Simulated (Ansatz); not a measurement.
MoS2 (3R-MoS2 type, space group R3m)

Space group R3m, hexagonal axes (No. 160); a = b = 3.175 Å, c = 18.585 Å, α = β = 90.00°, γ = 120.00°

```
atom  site  symmetry       x       y       z
----  ----  --------  ------  ------  ------
Mo      3a        3m  0.0000  0.0000  0.0000
S       3a        3m  0.0000  0.0000  0.2497
S       3a        3m  0.0000  0.0000  0.4170
```
(The calculation used a cell of 3 atoms; values per cell refer to that cell.)

Two coordinates are scanned: the volume, and the ratio of the stretch along z (the conventional c axis) to the stretch across it. Atoms keep their fractional coordinates.

Calculation: r2SCAN+rVV10 (plane waves to 500 eV, PAW, scalar-relativistic; Ansatz, a first-principles code). k mesh 12×12×12 (Γ-centred), Fermi-Dirac smearing 0.05 eV. E stands for the smeared free energy. As the atoms are clamped, bonds stretch with the cell, which overstates energies and stresses. As the smearing reaches across the gap at some points, the response to shear is sensitive to the k mesh, so small differences along c/a are uncertain. MoS2 is run without spin polarisation. MoS2 was relaxed with its symmetry unable to fall. This is one of several known forms of MoS2; the measured ambient cells at hand have space group No. 194. ΔE is measured from the relaxed starting cell.

```csv
ΔE (kJ/mol of atoms),V/V₀ = 0.920,V/V₀ = 0.947,V/V₀ = 0.973,V/V₀ = 1.000,V/V₀ = 1.027,V/V₀ = 1.053,V/V₀ = 1.080
(c/a)/(c/a)₀ = 0.880,17.7,13.7,___,10.3,10.5,11.8,13.9
(c/a)/(c/a)₀ = 0.920,___,7.7,5.4,4.5,4.9,6.2,8.5
(c/a)/(c/a)₀ = 0.960,7.7,___,1.9,1.1,1.6,3.0,5.4
(c/a)/(c/a)₀ = 1.000,6.2,2.6,0.6,0.0,0.6,2.2,4.7
(c/a)/(c/a)₀ = 1.040,6.9,3.5,1.6,1.0,1.7,3.4,6.0
(c/a)/(c/a)₀ = 1.080,9.7,6.3,4.5,___,4.8,6.6,9.2
(c/a)/(c/a)₀ = 1.120,14.3,11.0,9.2,8.9,9.6,___,14.1
```

Problem. What belongs in the gaps?

Solution. 
- (c/a)/(c/a)₀ = 0.880, V/V₀ = 0.973: 11.3
- (c/a)/(c/a)₀ = 0.920, V/V₀ = 0.920: 11.6
- (c/a)/(c/a)₀ = 0.960, V/V₀ = 0.947: 4.0
- (c/a)/(c/a)₀ = 1.080, V/V₀ = 1.000: 4.1
- (c/a)/(c/a)₀ = 1.120, V/V₀ = 1.053: 11.4

(Under strain, the slope of the energy per volume gives the stress and its curvature an elastic modulus.)
